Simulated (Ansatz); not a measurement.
Theory: DFT, PBEsol, plane waves (420 eV) with PAW, scalar-relativistic in Ansatz. (PAW data from PBE, frozen cores regenerated.)

An element in the dhcp structure gives this curve. The cell is scaled uniformly from the relaxed one, with fractional coordinates and shape fixed. Energies are extrapolated to zero smearing, pressures are those at the given smearing. Magnetic state: spin not included.

| V (Å³/atom) | E − E₀ (meV/atom) | P (GPa) |
| --- | --- | --- |
| 22.505 | 67.1 | 7.96 |
| 23.528 | 27.3 | 4.66 |
| 24.551 | 6.3 | 2.07 |
| 25.574 | 0.0 | 0.05 |
| 26.597 | 5.3 | -1.54 |
| 27.620 | 19.6 | -2.78 |
| 28.642 | 40.9 | -3.75 |

**Question.** Which element is it?
A. thallium
B. zirconium
C. scandium
D. indium

**Answer.** D. Its fit is V₀ = 25.58 Å³/atom, B₀ = 45 GPa, B₀′ = 5.1.
